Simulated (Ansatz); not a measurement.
An Ansatz input:

```yaml
crystal:
  lattice:
    - [5.2038210599, 0.0, 0.0]
    - [0.0, 5.2038210599, 0.0]
    - [0.0, 0.0, 5.2038210599]
  atoms:
    - { symbol: Ga, position: [1.0, 1.0, 0.0] }
    - { symbol: Ga, position: [0.5, 0.5, 0.5] }
    - { symbol: Ga, position: [0.25, 1.0, 0.5] }
    - { symbol: Ga, position: [0.75, 1.0, 0.5] }
    - { symbol: Ga, position: [0.5, 0.25, 0.0] }
    - { symbol: Ga, position: [0.5, 0.75, 1.0] }
    - { symbol: Ga, position: [0.0, 0.5, 0.25] }
    - { symbol: Ga, position: [0.0, 0.5, 0.75] }
hamiltonian:
  xc: lda
  pseudopotentials:
    kind: paw
    azcp:
      Ga: "pseudopotentials/Ga.paw.azcp"
basis:
  ecutwfc: 420
  fft_grid_basis: typed
kpoints:
  mp_grid: { grid: [7, 7, 7], shift: [0, 0, 0] }
magnetization:
  spin_polarized: false
scf:
  occupations: { method: fermi_dirac, width: 0.1 }
```

Output

```
Warning: the record states the generating functional pbe (its physics header spells it `PBE`), which answers neither for hamiltonian.xc's functional nor for the lda family's — results may be inconsistent (PPs are generated against a specific XC)
Engine: ansatz 0.2.0, x86_64-unknown-linux-gnu
Pseudopotentials: kind: paw
Pseudopotential: Ga, paw, valence charge 13, recommended cutoff 420 eV (normal) 
Functional definition: SPW92
  exchange = slater_x
  correlation = pw_c
Crystal: 8 atoms, lattice volume = 140.918 Å³
Basis set: ecut = 420 eV, 2777 PW (Γ)
Bands: 60, of which v1, the nominal top of the filled ones, is band 52 counted from 1 (51 counted from 0)
Symmetry: 48 space group operations
Space group: Pm-3n (ITA 223), of the structure as read, at distance tolerance 5.2e-5 Å
k-points: 20 of 343
Non-local potential: Ga, projectors of the file, l = 0: 2, l = 1: 2, l = 2: 3, l = 3: 1
PAW form: soft (Blöchl's): semilocal exchange-correlation on the pseudo side does not see the compensation charge
PAW frozen core: Ga, regenerated for the run's functional, and the local potential with it (the file was generated under x = pbe(κ = 0.804, μ = 0.2195149727645171), c = pbe(β = 0.06672455060314922))
PAW one-centre angular grid: Ga, 590 points (default); XC on 64 Gauss nodes
Initial density: superposition of atomic densities (neutral atoms: chi_scale 0, normalization atom), corrected by the library's trained network
Initial wavefunctions: pseudopotential atomic-orbital guess
Functional: x = slater, c = lda
SCF iter   1: F=—  HF=-29655.212690 eV  |F-HF|=—  |Δ(HF+E_count)|=         —  Δρ=5.70e-3  dr2=1.70e-2  ethr=1.77e-3  ⟨swp⟩=5.8  Hψ=3776  notcnv=0
SCF iter   2: F=—  HF=-29655.207274 eV  |F-HF|=—  |Δ(HF+E_count)|=   5.42e-3  Δρ=2.67e-3  dr2=5.58e-3  ethr=1.64e-5  ⟨swp⟩=2.0  Hψ=2370  notcnv=0
SCF iter   3: F=—  HF=-29655.206148 eV  |F-HF|=—  |Δ(HF+E_count)|=   1.13e-3  Δρ=1.24e-3  dr2=1.17e-3  ethr=5.36e-6  ⟨swp⟩=2.0  Hψ=2238  notcnv=0
SCF iter   4: F=—  HF=-29655.205782 eV  |F-HF|=—  |Δ(HF+E_count)|=   3.67e-4  Δρ=2.44e-4  dr2=7.35e-5  ethr=1.13e-6  ⟨swp⟩=2.0  Hψ=2180  notcnv=0
SCF iter   5: F=—  HF=-29655.205758 eV  |F-HF|=—  |Δ(HF+E_count)|=   2.37e-5  Δρ=6.65e-5  dr2=2.29e-6  ethr=7.07e-8  ⟨swp⟩=2.0  Hψ=2240  notcnv=0
SCF iter   6: F=—  HF=-29655.205757 eV  |F-HF|=—  |Δ(HF+E_count)|=   7.62e-7  Δρ=1.68e-5  dr2=2.31e-7  ethr=2.20e-9  ⟨swp⟩=2.0  Hψ=2239  notcnv=0
SCF iter   7: F=—  HF=-29655.205757 eV  |F-HF|=—  |Δ(HF+E_count)|=   3.61e-8  Δρ=6.78e-6  dr2=4.28e-8  ethr=9.62e-11  ⟨swp⟩=3.4  Hψ=3423  notcnv=0
SCF iter   8: F=-29655.205757 eV  HF=-29655.205757 eV  |F-HF|=4.02e-9  |Δ(HF+E_count)|=   1.91e-8  Δρ=1.97e-6  dr2=5.52e-9  ethr=4.11e-11  ⟨swp⟩=3.0  Hψ=3124  notcnv=0
SCF 1 converged in 8 iterations: F = -29655.205757 eV  dr2 = 5.52e-9
SCF converged after 8 iterations
Free energy (F): -29655.205757 eV
Harris-Foulkes:  -29655.205757 eV  (|F-HF|=4.02e-9)
Internal energy: -29655.101153 eV  (E = F + TS)
E sigma→0 (E₀):  -29655.153455 eV
Entropy (-TS):   -0.104604 eV (-13.076 meV/atom)
Fermi energy:    10.351975 eV
--- Per-component energies (eV) ---
  E_band       = -234.547739
  E_kinetic    = 927.365374
  E_local      = -13935.409663  (includes V_loc(G=0)·N_el)
  E_nonlocal   = 3390.805644
  E_hartree    = 6559.258649
  E_xc         = -557.617499
  E_vxc        = -476.293345  (∫ρ·V_xc dr)
  E_paw        = -15272.335558  (= ΣΔE_a)
  E_vpaw       = -3259.537757  (= ΣTr[D̂ρ^β])
  E_aug_tail   = -0.001138  (compensation charges beyond the density's cutoff)
  E_ewald      = -10780.994801
  E_core_change = 13.827839  (= ΣΔE_core)
  E_smearing   = -0.104604  (= −TS)
  E_closure    = -0.000000  (closes the sum)
  Σ components = -29655.205757   (vs F -29655.205757, Δ=0.00e0)
```
